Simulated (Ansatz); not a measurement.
## BeS$_{2}$ (I4/mmm)

The calculation used DFT PBE, scalar-relativistic, plane waves, PAW (Ansatz).

Settings: cutoff 420 eV, Γ-centred mesh 14×14×14 on the computed 3-atom cell, Gaussian smearing of 0.10 eV; no spin polarisation.

The structure is relaxed at this level of theory with its symmetry kept, and needn't be the ground state of this composition.

```cif
data_structure
_symmetry_space_group_name_H-M 'P 1'
_symmetry_Int_Tables_number 1
_cell_length_a 4.0016
_cell_length_b 4.0016
_cell_length_c 4.0016
_cell_angle_alpha 112.882
_cell_angle_beta 112.882
_cell_angle_gamma 102.846
_cell_volume 48.84
loop_
_atom_site_label
_atom_site_type_symbol
_atom_site_fract_x
_atom_site_fract_y
_atom_site_fract_z
_atom_site_occupancy
Be1 Be 0.00000 0.00000 0.00000 1
S1 S 0.50000 0.00000 0.50000 1
S2 S 0.00000 0.50000 0.50000 1
```

(1) Formation energy from the elements' standard states (uncorrected)?

(2) Kohn–Sham band gap?

(3) Density of states at the Fermi level?

(4) Orbital (Löwdin) character within 0.5 eV of the Fermi level?

(5) Bader charge by site (e)?

## Answers

(1) +0.185 eV/atom.

(2) none (metal).

(3) 1.2 states/eV per cell.

(4) S 3p 89 %, unprojected 5 %.

(5) Be (1 in the cell) 1.65, S (2 in the cell) -0.83.

Another cell of BeS2 relaxed alike, in P-3m1, lies 196 meV/atom lower, so this cell isn't the stable form at this level.

The cell was found from a structure generator's guess, not taken from experiment. Löwdin shares on free-atom orbitals overweight diffuse shells.
